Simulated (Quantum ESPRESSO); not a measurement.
# NMR parameters of Rb₂ScCuF₆

```
CELL_PARAMETERS angstrom
      0.00000     4.33279     4.33279
      4.33279     0.00000     4.33279
      4.33279     4.33279     0.00000
ATOMIC_POSITIONS crystal
  Rb 0.75000 0.75000 0.75000
  Rb 0.25000 0.25000 0.25000
  Sc 0.00000 0.00000 0.00000
  Cu 0.50000 0.50000 0.50000
  F  0.76414 0.23586 0.23586
  F  0.23586 0.76414 0.76414
  F  0.23586 0.76414 0.23586
  F  0.76414 0.23586 0.76414
  F  0.23586 0.23586 0.76414
  F  0.76414 0.76414 0.23586
```
Geometry: a computed entry of the Materials Project; it was not checked against measured cells. It is Rb2ScCuF6 in Fm-3m; whether this form has been observed was not checked. Stability against distortions was not tested. The run has no spin polarisation.

Computed: shieldings by PBE GIPAW (a modified build of Quantum ESPRESSO, JTH PAW datasets), 22.5 Ha, k-mesh 5×5×5 shifted, f-sum rule met within 0.003 %.

```json
[
 {"site": "Rb (atoms 1, 2)", "site symmetry": "-43m", "σ_iso (ppm)": "3174"},
 {"site": "Sc (atom 3)", "site symmetry": "m-3m", "σ_iso (ppm)": "733"},
 {"site": "Cu (atom 4)", "site symmetry": "m-3m", "σ_iso (ppm)": "1786"},
 {"site": "F (atoms 5, 6, 7, 8, 9, 10)", "site symmetry": "4mm", "σ_iso (ppm)": "177"}
]
```

Shieldings are absolute and leave out the bulk-susceptibility term; a larger σ means a smaller chemical shift. In our sweeps, cutoffs and meshes of this size left a few ppm, and up to some 20 ppm on atoms from Zn on. No spin–orbit coupling; Rb is the heaviest element present. PBE places the empty d or f states of Sc too low, which is known to distort σ on and beside such ions.
